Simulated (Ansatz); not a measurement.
**TiO2: checking a database structure before trusting its electric field gradients**

The cell is an entry of the Crystallography Open Database (COD), taken as it stands.

Space group Pbca (No. 61); a = 5.1570, b = 9.1910, c = 5.4630 Å.

```
site  Wyckoff  site symmetry       x       y       z
  Ti       8c              1  0.1372  0.1289  0.9008
  O9       8c              1  0.8162  0.0098  0.8510
 O17       8c              1  0.4638  0.2312  0.8884
```

One atom of each set is listed.

Method: Kohn–Sham DFT in Ansatz, PBE, plane waves and PAW (field gradients read without the response of the frozen cores, which leaves them typically 4 to 6 % off), scalar-relativistic, 420 eV cutoff, Γ-centred 4×3×4 k-points, Fermi–Dirac smearing 0.02 eV.

Problem. Do the atoms and the cell lie near the calculated equilibrium?

Solution. Nearly. The largest force is 0.13 eV/Å, on atom 6 (Ti: 6 O at 1.88–2.04 Å), and the pressure is 3.1 GPa.
